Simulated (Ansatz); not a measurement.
The following input was run with Ansatz 0.2.0.

```yaml
crystal:
  lattice:
    - [-2.1800888626, 2.1800888626, 6.1214448442]
    - [2.1800888626, -2.1800888626, 6.1214448442]
    - [2.1800888626, 2.1800888626, -6.1214448442]
  atoms:
    - { symbol: Ba, position: [0.0, 0.0, 0.0] }
    - { symbol: Mn, position: [0.75, 0.25, 0.5], spin: 3.72 }
    - { symbol: Mn, position: [0.25, 0.75, 0.5], spin: 3.72 }
    - { symbol: Sb, position: [0.6338735343, 0.6338735343, 0.0] }
    - { symbol: Sb, position: [0.3661264657, 0.3661264657, 0.0] }
basis:
  ecutwfc: 420
kpoints:
  mp_grid: { grid: [12, 12, 12] }
hamiltonian:
  xc: pbesol
scf:
  occupations: { method: gaussian, width: 0.1 }
output:
  forces: true
  stress: true
  eigenvalues: true
  populations: true
magnetization:
  spin_polarized: true
relax:
  adjacent_minimum: "off"
  f_tol: 0.01
  max_steps: 30
  cell: { stress_tol: 0.1, fix: [volume] }
```

Run as
```bash
ansatz run input.yaml --threads 2 --pin off --max-ram 5120MiB --backend cpu --events-out ev --progress --plain --runs-dir out
```

Method: Ansatz 0.2.0, DFT PBEsol, scalar-relativistic, plane waves, PAW.

From the run's log, abridged (iterations and final results):

```
SCF iter   1: F=—  HF=-26417.006074 eV  |F-HF|=—  |Δ(HF+E_count)|=         —  Δρ=2.07e-2 (↑2.07e-2 ↓1.86e-2) dr2=3.67e0  dr2_m=2.83e-2  M=7.060 μB ∫|m|=7.495 μB  β_m=0.30  ethr=3.10e-3  ⟨swp⟩=10.7  Hψ=75808  notcnv=0  defer=46
Mixer restart at iter 1: flushing history
spin=Collinear: Kerker preconditioning applied to the charge; magnetization (m = ρ↑ − ρ↓) channel mixes plain (no charge-response kernel on spin).
SCF iter   2: F=—  HF=-26417.096631 eV  |F-HF|=—  |Δ(HF+E_count)|=   9.06e-2  Δρ=1.50e-2 (↑1.50e-2 ↓1.47e-2) dr2=2.13e0  dr2_m=1.23e-2  M=7.009 μB ∫|m|=7.452 μB  β_m=0.65  ethr=3.10e-3  ⟨swp⟩=2.4  Hψ=20493  notcnv=0  defer=1438
SCF iter   3: F=—  HF=-26417.520477 eV  |F-HF|=—  |Δ(HF+E_count)|=   4.24e-1  Δρ=6.68e-3 (↑5.46e-3 ↓6.68e-3) dr2=1.75e-1  dr2_m=2.49e-2  M=6.799 μB ∫|m|=7.283 μB  β_m=0.82  ethr=3.04e-3  ⟨swp⟩=4.2  Hψ=29493  notcnv=0  defer=1442
SCF iter   4: F=—  HF=-26417.489779 eV  |F-HF|=—  |Δ(HF+E_count)|=         —  Δρ=3.37e-3 (↑3.04e-3 ↓3.37e-3) dr2=2.02e-2  dr2_m=9.71e-3  M=6.627 μB ∫|m|=7.109 μB  β_m=0.82  ethr=2.50e-4  ⟨swp⟩=2.6  Hψ=27881  notcnv=0  defer=1405
Mixer restart at iter 4: flushing history
SCF iter   5: F=—  HF=-26417.489426 eV  |F-HF|=—  |Δ(HF+E_count)|=   3.53e-4  Δρ=2.82e-3 (↑2.82e-3 ↓7.91e-4) dr2=1.04e-2  dr2_m=1.39e-3  M=6.626 μB ∫|m|=7.100 μB  β_m=0.91  ethr=2.89e-5  ⟨swp⟩=2.0  Hψ=26511  notcnv=0  defer=1407
SCF iter   6: F=—  HF=-26417.494143 eV  |F-HF|=—  |Δ(HF+E_count)|=   4.72e-3  Δρ=2.84e-3 (↑2.84e-3 ↓4.78e-4) dr2=6.58e-3  dr2_m=2.26e-3  M=6.681 μB ∫|m|=7.146 μB  β_m=0.70  ethr=1.49e-5  ⟨swp⟩=2.0  Hψ=29192  notcnv=0  defer=1407
SCF iter   7: F=—  HF=-26417.490924 eV  |F-HF|=—  |Δ(HF+E_count)|=   3.22e-3  Δρ=5.60e-4 (↑2.12e-4 ↓5.60e-4) dr2=5.68e-4  dr2_m=8.94e-5  M=6.667 μB ∫|m|=7.134 μB  β_m=0.85  ethr=9.40e-6  ⟨swp⟩=2.0  Hψ=28156  notcnv=0  defer=1407
SCF iter   8: F=—  HF=-26417.491096 eV  |F-HF|=—  |Δ(HF+E_count)|=   1.72e-4  Δρ=7.45e-5 (↑7.45e-5 ↓7.19e-5) dr2=3.02e-5  dr2_m=1.34e-7  M=6.683 μB ∫|m|=7.148 μB  β_m=0.82  ethr=8.12e-7  ⟨swp⟩=2.0  Hψ=24637  notcnv=0  defer=1407
SCF iter   9: F=—  HF=-26417.491093 eV  |F-HF|=—  |Δ(HF+E_count)|=   2.22e-6  Δρ=6.78e-5 (↑3.03e-5 ↓6.78e-5) dr2=1.45e-5  dr2_m=5.89e-7  M=6.684 μB ∫|m|=7.149 μB  β_m=0.91  ethr=4.32e-8  ⟨swp⟩=2.4  Hψ=25034  notcnv=0  defer=1407
SCF iter  10: F=—  HF=-26417.491097 eV  |F-HF|=—  |Δ(HF+E_count)|=   3.40e-6  Δρ=3.00e-5 (↑3.00e-5 ↓1.64e-5) dr2=3.26e-6  dr2_m=5.45e-8  M=6.683 μB ∫|m|=7.148 μB  β_m=0.94  ethr=2.07e-8  ⟨swp⟩=1.8  Hψ=17538  notcnv=0  defer=1407
SCF iter  11: F=—  HF=-26417.491097 eV  |F-HF|=—  |Δ(HF+E_count)|=   3.51e-7  Δρ=4.96e-6 (↑3.37e-6 ↓4.96e-6) dr2=7.25e-8  dr2_m=1.21e-9  M=6.683 μB ∫|m|=7.148 μB  β_m=0.97  ethr=4.66e-9  ⟨swp⟩=2.0  Hψ=22214  notcnv=0  defer=1407
SCF iter  12: F=-26417.491097 eV  HF=-26417.491097 eV  |F-HF|=3.79e-9  |Δ(HF+E_count)|=   6.29e-9  Δρ=1.25e-6 (↑1.25e-6 ↓8.96e-7) dr2=6.73e-9  dr2_m=7.89e-11  M=6.683 μB ∫|m|=7.148 μB  ethr=1.04e-10  ⟨swp⟩=12.5  Hψ=80636  notcnv=0
SCF 1 converged in 12 iterations: F = -26417.491097 eV  dr2 = 6.73e-9
relax step   1: F+E_penalty+E_count = -26417.49109654 eV  Δ(F+E_penalty+E_count) = +0.000e0 eV  max|allowed force component| = 1.010e-1 eV/Å  Δτ_max = 0.0000 Å  P = +3.176 GPa  Ω = 116.376 Å³  fix = [volume]  reactions: volume +3.176 GPa (12 SCF iters, dr2 threshold 1.00e-7 eV, accepted)
Basis set: ecut = 420 eV, 2309 PW (Γ), FFT grids on a1+a3, a2+a3, a3, exchange–correlation on 60×60×96 points (8 copies of the dense FFT grid, shifted against one another)
Initial density: handed on by an earlier stage of this run
Starting moments: Σ|m| = 7.44 μB on 2 of 5 sites; this step starts from the density that it was given
Initial wavefunctions: those handed on with the density
SCF iter   1: F=—  HF=-26417.494090 eV  |F-HF|=—  |Δ(HF+E_count)|=         —  Δρ=1.95e-3 (↑1.95e-3 ↓9.39e-4) dr2=2.61e-3  dr2_m=1.94e-3  M=6.738 μB ∫|m|=7.203 μB  β_m=0.65  ethr=3.74e-6  ⟨swp⟩=2.1  Hψ=85036  notcnv=0
spin=Collinear: Kerker preconditioning applied to the charge; magnetization (m = ρ↑ − ρ↓) channel mixes plain (no charge-response kernel on spin).
SCF iter   2: F=—  HF=-26417.493241 eV  |F-HF|=—  |Δ(HF+E_count)|=   8.49e-4  Δρ=5.01e-4 (↑3.56e-4 ↓5.01e-4) dr2=5.28e-4  dr2_m=2.75e-5  M=6.729 μB ∫|m|=7.196 μB  β_m=0.47  ethr=3.73e-6  ⟨swp⟩=2.1  Hψ=26902  notcnv=0
SCF iter   3: F=—  HF=-26417.493417 eV  |F-HF|=—  |Δ(HF+E_count)|=   1.76e-4  Δρ=4.31e-4 (↑4.31e-4 ↓4.01e-4) dr2=8.43e-5  dr2_m=1.66e-4  M=6.740 μB ∫|m|=7.206 μB  β_m=0.61  ethr=7.54e-7  ⟨swp⟩=2.0  Hψ=26240  notcnv=0
SCF iter   4: F=—  HF=-26417.493596 eV  |F-HF|=—  |Δ(HF+E_count)|=   1.79e-4  Δρ=2.11e-4 (↑8.43e-5 ↓2.11e-4) dr2=1.16e-4  dr2_m=1.95e-5  M=6.748 μB ∫|m|=7.215 μB  β_m=0.80  ethr=1.20e-7  ⟨swp⟩=2.0  Hψ=25631  notcnv=0
SCF iter   5: F=—  HF=-26417.493685 eV  |F-HF|=—  |Δ(HF+E_count)|=   8.93e-5  Δρ=1.77e-4 (↑1.77e-4 ↓5.92e-5) dr2=2.58e-5  dr2_m=1.11e-5  M=6.761 μB ∫|m|=7.227 μB  β_m=0.87  ethr=1.20e-7  ⟨swp⟩=2.4  Hψ=26784  notcnv=0
SCF iter   6: F=—  HF=-26417.493668 eV  |F-HF|=—  |Δ(HF+E_count)|=   1.67e-5  Δρ=6.18e-5 (↑6.18e-5 ↓4.98e-5) dr2=1.34e-5  dr2_m=5.98e-8  M=6.762 μB ∫|m|=7.227 μB  β_m=0.92  ethr=3.69e-8  ⟨swp⟩=2.0  Hψ=24283  notcnv=0
SCF iter   7: F=—  HF=-26417.493682 eV  |F-HF|=—  |Δ(HF+E_count)|=   1.38e-5  Δρ=5.52e-6 (↑3.44e-6 ↓5.52e-6) dr2=6.12e-8  dr2_m=1.40e-8  M=6.758 μB ∫|m|=7.224 μB  β_m=0.96  ethr=1.92e-8  ⟨swp⟩=2.0  Hψ=26549  notcnv=0
SCF iter   8: F=—  HF=-26417.493682 eV  |F-HF|=—  |Δ(HF+E_count)|=   2.10e-7  Δρ=1.19e-5 (↑5.05e-6 ↓1.19e-5) dr2=5.05e-7  dr2_m=1.46e-8  M=6.758 μB ∫|m|=7.224 μB  β_m=0.98  ethr=8.75e-11  ⟨swp⟩=2.5  Hψ=29199  notcnv=0
SCF iter   9: F=-26417.493682 eV  HF=-26417.493682 eV  |F-HF|=1.15e-9  |Δ(HF+E_count)|=   4.75e-8  Δρ=7.37e-7 (↑2.65e-7 ↓7.37e-7) dr2=1.39e-9  dr2_m=1.43e-10  M=6.758 μB ∫|m|=7.224 μB  ethr=8.75e-11  ⟨swp⟩=2.5  Hψ=46191  notcnv=0
SCF 2 converged in 9 iterations: F = -26417.493682 eV  dr2 = 1.39e-9
relax step   2: F+E_penalty+E_count = -26417.49368225 eV  Δ(F+E_penalty+E_count) = -2.586e-3 eV  max|allowed force component| = 3.628e-2 eV/Å  Δτ_max = 0.0176 Å  P = +2.980 GPa  Ω = 116.376 Å³  fix = [volume]  reactions: volume +2.980 GPa (9 SCF iters, dr2 threshold 5.00e-7 eV, accepted)
SCF iter   1: F=—  HF=-26417.494390 eV  |F-HF|=—  |Δ(HF+E_count)|=         —  Δρ=1.88e-4 (↑1.88e-4 ↓1.84e-4) dr2=1.59e-4  dr2_m=1.64e-5  M=6.760 μB ∫|m|=7.227 μB  β_m=0.65  ethr=2.84e-7  ⟨swp⟩=3.0  Hψ=85283  notcnv=0
spin=Collinear: Kerker preconditioning applied to the charge; magnetization (m = ρ↑ − ρ↓) channel mixes plain (no charge-response kernel on spin).
SCF iter   2: F=—  HF=-26417.494399 eV  |F-HF|=—  |Δ(HF+E_count)|=   9.04e-6  Δρ=9.50e-5 (↑9.50e-5 ↓8.50e-5) dr2=4.33e-5  dr2_m=4.70e-6  M=6.759 μB ∫|m|=7.225 μB  β_m=0.63  ethr=2.28e-7  ⟨swp⟩=2.0  Hψ=18405  notcnv=0
SCF iter   3: F=—  HF=-26417.494396 eV  |F-HF|=—  |Δ(HF+E_count)|=   2.65e-6  Δρ=4.22e-5 (↑4.22e-5 ↓2.65e-5) dr2=1.13e-5  dr2_m=1.62e-7  M=6.759 μB ∫|m|=7.226 μB  β_m=0.61  ethr=6.18e-8  ⟨swp⟩=2.1  Hψ=20345  notcnv=0
SCF iter   4: F=—  HF=-26417.494395 eV  |F-HF|=—  |Δ(HF+E_count)|=   9.27e-7  Δρ=3.00e-5 (↑3.00e-5 ↓2.09e-5) dr2=1.25e-6  dr2_m=4.80e-7  M=6.758 μB ∫|m|=7.225 μB  β_m=0.78  ethr=1.61e-8  ⟨swp⟩=2.1  Hψ=25017  notcnv=0
SCF iter   5: F=—  HF=-26417.494395 eV  |F-HF|=—  |Δ(HF+E_count)|=   2.76e-7  Δρ=5.24e-6 (↑5.24e-6 ↓3.09e-6) dr2=7.35e-8  dr2_m=2.73e-9  M=6.759 μB ∫|m|=7.225 μB  β_m=0.83  ethr=1.79e-9  ⟨swp⟩=2.0  Hψ=25283  notcnv=0
SCF iter   6: F=—  HF=-26417.494395 eV  |F-HF|=—  |Δ(HF+E_count)|=   1.05e-7  Δρ=3.95e-6 (↑1.36e-6 ↓3.95e-6) dr2=1.90e-8  dr2_m=6.44e-9  M=6.759 μB ∫|m|=7.225 μB  β_m=0.92  ethr=1.05e-10  ⟨swp⟩=2.0  Hψ=26577  notcnv=0
SCF iter   7: F=-26417.494395 eV  HF=-26417.494395 eV  |F-HF|=5.12e-9  |Δ(HF+E_count)|=   6.54e-8  Δρ=2.25e-6 (↑1.52e-6 ↓2.25e-6) dr2=7.20e-9  dr2_m=3.23e-9  M=6.759 μB ∫|m|=7.225 μB  ethr=2.71e-11  ⟨swp⟩=3.9  Hψ=61122  notcnv=0
SCF 3 converged in 7 iterations: F = -26417.494395 eV  dr2 = 7.20e-9
relax step   3: F+E_penalty+E_count = -26417.49439521 eV  Δ(F+E_penalty+E_count) = -7.130e-4 eV  max|allowed force component| = 2.157e-2 eV/Å  Δτ_max = 0.0021 Å  P = +2.972 GPa  Ω = 116.376 Å³  fix = [volume]  reactions: volume +2.972 GPa (7 SCF iters, dr2 threshold 8.60e-8 eV, accepted)
Basis set: ecut = 420 eV, 2293 PW (Γ), FFT grids on a1+a3, a2+a3, a3, exchange–correlation on 60×60×96 points (8 copies of the dense FFT grid, shifted against one another)
SCF iter   1: F=—  HF=-26417.494767 eV  |F-HF|=—  |Δ(HF+E_count)|=         —  Δρ=2.75e-4 (↑2.75e-4 ↓2.68e-4) dr2=3.36e-4  dr2_m=3.53e-5  M=6.763 μB ∫|m|=7.230 μB  β_m=0.65  ethr=5.53e-7  ⟨swp⟩=3.1  Hψ=88472  notcnv=0
spin=Collinear: Kerker preconditioning applied to the charge; magnetization (m = ρ↑ − ρ↓) channel mixes plain (no charge-response kernel on spin).
SCF iter   2: F=—  HF=-26417.494788 eV  |F-HF|=—  |Δ(HF+E_count)|=   2.09e-5  Δρ=1.42e-4 (↑1.42e-4 ↓1.23e-4) dr2=8.89e-5  dr2_m=1.04e-5  M=6.761 μB ∫|m|=7.228 μB  β_m=0.62  ethr=4.80e-7  ⟨swp⟩=2.0  Hψ=19292  notcnv=0
SCF iter   3: F=—  HF=-26417.494781 eV  |F-HF|=—  |Δ(HF+E_count)|=   6.70e-6  Δρ=6.37e-5 (↑6.37e-5 ↓3.99e-5) dr2=2.48e-5  dr2_m=4.13e-7  M=6.762 μB ∫|m|=7.229 μB  β_m=0.60  ethr=1.27e-7  ⟨swp⟩=2.1  Hψ=24128  notcnv=0
SCF iter   4: F=—  HF=-26417.494779 eV  |F-HF|=—  |Δ(HF+E_count)|=   2.54e-6  Δρ=4.22e-5 (↑4.22e-5 ↓2.94e-5) dr2=2.64e-6  dr2_m=9.19e-7  M=6.761 μB ∫|m|=7.228 μB  β_m=0.77  ethr=3.55e-8  ⟨swp⟩=2.2  Hψ=24364  notcnv=0
SCF iter   5: F=—  HF=-26417.494778 eV  |F-HF|=—  |Δ(HF+E_count)|=   5.45e-7  Δρ=6.03e-6 (↑6.03e-6 ↓4.65e-6) dr2=1.38e-7  dr2_m=3.71e-9  M=6.761 μB ∫|m|=7.228 μB  β_m=0.82  ethr=3.77e-9  ⟨swp⟩=2.0  Hψ=26501  notcnv=0
SCF iter   6: F=—  HF=-26417.494778 eV  |F-HF|=—  |Δ(HF+E_count)|=   2.57e-7  Δρ=6.15e-6 (↑1.63e-6 ↓6.15e-6) dr2=5.17e-8  dr2_m=1.32e-8  M=6.761 μB ∫|m|=7.228 μB  β_m=0.91  ethr=1.97e-10  ⟨swp⟩=2.0  Hψ=26463  notcnv=0
SCF iter   7: F=—  HF=-26417.494779 eV  |F-HF|=—  |Δ(HF+E_count)|=   1.52e-7  Δρ=4.84e-6 (↑4.84e-6 ↓1.91e-6) dr2=9.86e-9  dr2_m=1.04e-8  M=6.762 μB ∫|m|=7.229 μB  β_m=0.95  ethr=7.39e-11  ⟨swp⟩=2.6  Hψ=28204  notcnv=0
SCF iter   8: F=-26417.494779 eV  HF=-26417.494779 eV  |F-HF|=1.82e-11  |Δ(HF+E_count)|=   2.56e-9  Δρ=3.76e-7 (↑2.80e-7 ↓3.76e-7) dr2=1.78e-10  dr2_m=7.78e-11  M=6.762 μB ∫|m|=7.229 μB  ethr=1.41e-11  ⟨swp⟩=3.8  Hψ=58659  notcnv=0
the search or the solves at the SCF's close seem to have found levels that the self-consistency loop had missed (the run counts 1). By its estimate they hold under 1e-12 electrons; where the run keeps them, the occupations were computed again with them
SCF 4 converged in 8 iterations: F = -26417.494779 eV  dr2 = 1.78e-10
relax step   4: F+E_penalty+E_count = -26417.49477861 eV  Δ(F+E_penalty+E_count) = -3.834e-4 eV  max|allowed force component| = 2.044e-3 eV/Å  Δτ_max = 0.0031 Å  P = +2.958 GPa  Ω = 116.376 Å³  fix = [volume]  reactions: volume +2.958 GPa (8 SCF iters, dr2 threshold 3.02e-8 eV, accepted)
Initial wavefunctions: pseudopotential atomic-orbital guess (no wavefunctions were taken with the density)
SCF iter   1: F=—  HF=-26417.494758 eV  |F-HF|=—  |Δ(HF+E_count)|=         —  Δρ=9.30e-6 (↑6.46e-6 ↓9.30e-6) dr2=4.96e-8  dr2_m=2.15e-8  M=6.762 μB ∫|m|=7.229 μB  β_m=0.65  ethr=1.13e-6  ⟨swp⟩=3.0  Hψ=113363  notcnv=0
spin=Collinear: Kerker preconditioning applied to the charge; magnetization (m = ρ↑ − ρ↓) channel mixes plain (no charge-response kernel on spin).
SCF iter   2: F=—  HF=-26417.494758 eV  |F-HF|=—  |Δ(HF+E_count)|=   9.49e-8  Δρ=3.30e-6 (↑2.75e-6 ↓3.30e-6) dr2=4.10e-9  dr2_m=3.86e-9  M=6.762 μB ∫|m|=7.229 μB  β_m=0.61  ethr=7.09e-11  ⟨swp⟩=4.0  Hψ=42760  notcnv=0
SCF iter   3: F=—  HF=-26417.494758 eV  |F-HF|=—  |Δ(HF+E_count)|=   1.54e-8  Δρ=1.02e-6 (↑1.02e-6 ↓7.75e-7) dr2=7.48e-10  dr2_m=3.08e-10  M=6.762 μB ∫|m|=7.229 μB  β_m=0.62  ethr=5.85e-12  ⟨swp⟩=2.0  Hψ=26312  notcnv=0
SCF iter   4: F=—  HF=-26417.494758 eV  |F-HF|=—  |Δ(HF+E_count)|=   1.76e-9  Δρ=4.96e-7 (↑3.45e-7 ↓4.96e-7) dr2=8.34e-10  dr2_m=2.98e-11  M=6.762 μB ∫|m|=7.229 μB  β_m=0.73  ethr=1.07e-12  ⟨swp⟩=2.0  Hψ=26556  notcnv=0
SCF iter   5: F=—  HF=-26417.494758 eV  |F-HF|=—  |Δ(HF+E_count)|=   1.29e-9  Δρ=4.44e-7 (↑4.12e-7 ↓4.44e-7) dr2=3.58e-10  dr2_m=1.63e-10  M=6.762 μB ∫|m|=7.229 μB  β_m=0.86  ethr=1.07e-12  ⟨swp⟩=2.0  Hψ=26178  notcnv=0
SCF iter   6: F=—  HF=-26417.494758 eV  |F-HF|=—  |Δ(HF+E_count)|=  4.51e-10  Δρ=3.12e-7 (↑3.12e-7 ↓1.88e-7) dr2=1.02e-10  dr2_m=5.46e-11  M=6.762 μB ∫|m|=7.229 μB  β_m=0.93  ethr=1.00e-12  ⟨swp⟩=2.0  Hψ=19163  notcnv=0
SCF iter   7: F=—  HF=-26417.494758 eV  |F-HF|=—  |Δ(HF+E_count)|=  5.09e-11  Δρ=7.14e-8 (↑5.92e-8 ↓7.14e-8) dr2=1.72e-11  dr2_m=8.81e-14  M=6.762 μB ∫|m|=7.229 μB  β_m=0.95  ethr=1.00e-12  ⟨swp⟩=1.9  Hψ=17728  notcnv=0
SCF iter   8: F=-26417.494758 eV  HF=-26417.494758 eV  |F-HF|=1.82e-11  |Δ(HF+E_count)|=  3.27e-11  Δρ=3.90e-8 (↑8.47e-9 ↓3.90e-8) dr2=3.84e-12  dr2_m=3.09e-13  M=6.762 μB ∫|m|=7.229 μB  ethr=1.00e-12  ⟨swp⟩=3.3  Hψ=53915  notcnv=0
SCF 5 converged in 8 iterations: F = -26417.494758 eV  dr2 = 3.84e-12
WARN: an SCF from antiferromagnetic starting moments (0.00, -3.72, 3.72, 0.00, 0.00 Bohr magnetons, atom by atom) was not made, by what the run has read of turns of its moments that order reads lower: the deck asks for what bars it, or types moments that do (magnetization.spin_polarized, in the input reference, names some of the keys), or the run goes by scf.lower_state_search: light, the default, which as a rule tries one only behind a close that has lost an order of both signs, or on which an open d or half-filled 4f shell of a PAW file has lost a moment that was set nearer to Hund's than to what is left; or, under a Hubbard U, one that names an f shell that the input leaves bare beside gi ...
SCF converged after 8 iterations
Magnetization: 6.7617 μB (38.3808 up, 31.6192 down)
Absolute magnetization: 7.2411 μB (∫|ρ↑−ρ↓|, with the PAW one-centre terms)
Spin contamination: 0.2920 ħ² per cell (⟨S²⟩ above its minimum at these occupations)
Per-site moments (μB) at R_I (Å): [(0.03000470, 1.44165696), (3.21702501, 1.07725143), (3.21702501, 1.07725143), (-0.05510859, 1.07725143), (-0.05510859, 1.07725143)]
Free energy (F): -26417.494758 eV
Harris-Foulkes:  -26417.494758 eV  (|F-HF|=1.82e-11)
Internal energy: -26417.472091 eV  (E = F + TS)
E sigma→0 (E₀):  -26417.483425 eV
Entropy (-TS):   -0.022667 eV (-4.533 meV/atom)
Fermi energy:    12.334874 eV
--- Per-component energies (eV) ---
  E_band       = -821.367676
  E_kinetic    = 1200.451460
  E_local      = -8761.534597  (includes V_loc(G=0)·N_el)
  E_nonlocal   = 1288.711397
  E_hartree    = 3856.885068
  E_xc         = -668.891976
  E_vxc        = -620.972024  (∫ρ·V_xc dr)
  E_paw        = -16693.460199  (= ΣΔE_a)
  E_vpaw       = -1641.794196  (= ΣTr[D̂ρ^β])
  E_aug_tail   = -0.000025  (compensation charges beyond the density's cutoff)
  E_ewald      = -6640.787666
  E_core_change = 1.154448  (= ΣΔE_core)
  E_smearing   = -0.022667  (= −TS)
--- Forces (eV/Å), atoms counted from 1 ---
  atom   1  Ba     0.00000000     0.00000000     0.00000000
  atom   2  Mn     0.00000000     0.00000000     0.00000000
  atom   3  Mn     0.00000000     0.00000000     0.00000000
  atom   4  Sb     0.00000000     0.00000000     0.00205155
  atom   5  Sb     0.00000000     0.00000000    -0.00205155
--- Stress (GPa, compression-positive) ---
        2.956168       0.000000       0.000000
        0.000000       2.956168       0.000000
        0.000000       0.000000       2.962787
  P = ⅓ Tr σ = 2.9584 GPa (29.584 kbar)
--- Band table (eV; the first three rows and the last of 326) ---
  k-point 0 ↑: bands = ["-68.0627", "-68.0574", "-37.0898", "-37.0830", "-36.9076", "-36.9076", "-36.8727", "-36.8727", "-16.3761", "-16.3642", "-16.3642", "-16.3480", "-16.3480", "-16.3156", "-16.3081", "-16.3061", "-16.2780", "-16.2724", "-15.2371", "-0.6597", "-0.4931", "-0.4931", "1.1733", "3.4654", "6.8214", "8.7782", "8.7782", "9.1973", "9.4175", "9.5520", "9.5520", "10.1985", "10.2901", "10.7492", "10.9066", "10.9066", "11.4166", "12.2939", "13.4354", "13.4354", "14.8801", "15.3965", "15.7598", "16.1185", "16.4312", "16.9520", "17.5186"]
  k-point 1 ↑: bands = ["-68.0625", "-68.0576", "-37.0896", "-37.0832", "-36.9079", "-36.9051", "-36.8753", "-36.8725", "-16.3760", "-16.3651", "-16.3643", "-16.3483", "-16.3479", "-16.3155", "-16.3076", "-16.3059", "-16.2780", "-16.2727", "-15.2334", "-0.6410", "-0.5826", "-0.5175", "1.3361", "3.4268", "6.9379", "8.6198", "8.8087", "9.2101", "9.2994", "9.4641", "9.6265", "10.2134", "10.2899", "10.6978", "10.7196", "10.8730", "11.5321", "12.1323", "12.8822", "13.8072", "15.3099", "15.4379", "15.6443", "16.4407", "16.5678", "17.0710", "17.4609"]
  k-point 2 ↑: bands = ["-68.0620", "-68.0580", "-37.0889", "-37.0838", "-36.9086", "-36.8981", "-36.8824", "-36.8719", "-16.3758", "-16.3673", "-16.3646", "-16.3491", "-16.3476", "-16.3149", "-16.3062", "-16.3052", "-16.2785", "-16.2733", "-15.2231", "-0.7488", "-0.5925", "-0.5835", "1.7006", "3.3414", "7.1857", "8.2982", "8.7143", "8.8997", "9.2850", "9.5669", "9.7355", "10.2060", "10.2550", "10.5025", "10.5677", "10.7706", "11.6195", "11.8926", "12.2320", "14.6154", "15.0391", "15.6244", "16.0150", "16.3687", "16.8411", "17.3645", "17.3704"]
  k-point 162 ↓: bands = ["-64.6166", "-64.6105", "-33.6418", "-33.6334", "-33.5600", "-33.5600", "-33.5184", "-33.5184", "-16.3948", "-16.3796", "-16.3796", "-16.3582", "-16.3582", "-16.3324", "-16.3209", "-16.3146", "-16.2963", "-16.2948", "-15.2221", "-0.8225", "-0.4570", "-0.4570", "2.1881", "2.4286", "8.6454", "10.0505", "10.0505", "10.1246", "10.1246", "10.1380", "11.6753", "11.7091", "12.1590", "13.6128", "13.6128", "13.8976", "13.9957", "14.4183", "14.4985", "15.5161", "15.5161", "16.1131", "16.3717", "16.3873", "17.0965", "17.0965", "17.2346"]
--- Relaxed structure (4 steps of the walk, 4 accepted, 1 SCFs on fresh bases) ---
  F+E_penalty+E_count = -26417.49475825 eV   max|allowed force component| = 2.052e-3 eV/Å   (the final SCF, on the basis selected at the relaxed cell)
  cell:  # Å, volume = 116.3757 Å³
    - [-2.19590957, 2.19590957, 6.03355711]
    - [2.19590957, -2.19590957, 6.03355711]
    - [2.19590957, 2.19590957, -6.03355711]
  atoms:
    - { symbol: Ba, position: [0.0, 0.0, 0.0] }
    - { symbol: Mn, position: [0.75, 0.25, 0.5] }
    - { symbol: Mn, position: [0.25, 0.75, 0.5] }
    - { symbol: Sb, position: [0.63286262, 0.63286262, 0.0] }
    - { symbol: Sb, position: [0.36713737, 0.36713737, 0.0] }
--- Löwdin populations: 5 sites ---
  site symbol q [e]    m [muB]
     0     Ba      8.4298    -0.0128
     1     Mn     14.5044     3.4528
     2     Mn     14.5044     3.4528
     3     Sb     15.7946    -0.0914
     4     Sb     15.7946    -0.0914
  spilling = 0.013888 (of n_electrons = 70.000000)
```

The relaxation met its thresholds.

It took 2.8 min on 2 threads of Intel(R) Xeon(R) 6975P-C (Granite Rapids), with other jobs on the host, peak memory 1.4 GiB.

The state reached may not be the lowest one. Spin-orbit coupling is left out, which matters for the bands of heavy elements. The program reads another magnetic order as possibly lower. Only parallel moments were tried here.